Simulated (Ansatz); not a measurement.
GdCu (Pm-3m): ferro- and antiferromagnetic starts

The geometry is a structure as deposited in COD, repeated to hold the magnetic orders, held fixed and not relaxed.

Settings: LDA, 7×10×7 k mesh, Fermi–Dirac smearing of 0.05 eV. PAW means Ansatz 0.2.0 on its default frozen-core files; AE-PAW is all-electron PAW in Ansatz 0.2.0 on datasets made for the crystal. Site moments are integrated in spheres about the atoms, whose radii differ between the methods.

The reference run was typed so:

```yaml
crystal:
  lattice:
    - [0.0, 3.502, 3.502]
    - [3.502, 0.0, 0.0]
    - [0.0, 3.502, -3.502]
  atoms:
    - { symbol: Gd, position: [0.5, 0.5, 0.0], spin: 7.0 }
    - { symbol: Gd, position: [0.0, 0.5, 0.5], spin: 7.0 }
    - { symbol: Cu, position: [0.0, 0.0, 0.0] }
    - { symbol: Cu, position: [0.5, 0.0, 0.5] }
magnetization:
  spin_polarized: true
kpoints:
  mp_grid: { grid: [7, 10, 7] }
scf:
  occupations: { method: fermi_dirac, width: 0.05 }
hamiltonian:
  xc: lda
  pseudopotentials: { kind: paw }
output:
  forces: true
  stress: true
  eigenvalues: true
  populations: true
```

Command: `ansatz run input.yaml --threads 2 --pin off --max-ram 6144MiB --backend cpu --events-out ev --progress --plain --runs-dir out`

The input for «start Gd1↑ Gd2↓» by PAW differs from it in these lines, output keys apart:

```diff
-    - { symbol: Gd, position: [0.0, 0.5, 0.5], spin: 7.0 }
+    - { symbol: Gd, position: [0.0, 0.5, 0.5], spin: -7.0 }
```

Energies count from the run that starts all moments parallel. Patterns list the atoms that start with 0.5 μB or more.

| start | ΔF PAW (meV/atom) | ΔF AE-PAW (meV/atom) | largest moment, PAW (μB) | M, PAW (μB/cell) | order at the end, PAW | P, PAW (GPa) |
| --- | --- | --- | --- | --- | --- | --- |
| Gd1↑, Gd2↑ | 0.0 | 0.0 | ? | 14.20 | kept | -6.1 |
| Gd1↑, Gd2↓ | -8.3 | -8.3 | ? | 0.00 | kept | -6.1 |
| no spin polarisation | +3476.8 | – | 0.00 | 0.00 | – | -7.7 |

Problem. Give the missing entry: row "Gd1↑, Gd2↑", column "largest moment, PAW (μB)".

Solution. 6.94.

Problem. Fill in "largest moment, PAW (μB)" for the row "Gd1↑, Gd2↓".

Solution. 6.98.

Problem. Map the PAW energies of the orders that kept their pattern on E = −Σ J s_i s_j over ordered pairs, with couplings only between Gd atoms 3.50 Å apart. What J follows?

Solution. Per Gd atom, ΔE = Σ J·(n_parallel state − n_order), where n is the mean of Σ s_i s_j over a shell: Gd1↑, Gd2↓ has ΔE = -16.6 meV and Δn = 8.0. This gives J(3.50 Å) = -2.08 meV, which fits exactly since there are as many orders as couplings. All other shells are lumped into these numbers, so they are effective couplings.

The lowest of these ends as follows. Site moments (μB): Gd1 6.98, Gd2 -6.98, Cu3 0.00, Cu4 0.00. Cell moment 0.00 μB. Orders of other supercells weren't tried and can lie lower.

The PAW files were made with PBE; the program remakes their cores once for the run's functional and then keeps them frozen. Without U a semilocal functional puts the f levels too near the Fermi level, which can change moments and the order of magnetic states; site and cell moments are spin moments. Spin–orbit coupling is left out although heavy atoms are present. With open f shells a run can end in a state that isn't the lowest. These are results for the start and cell typed. The real compound can order otherwise, in a larger cell, or not at all, since semilocal functionals at zero temperature often overstate magnetism.
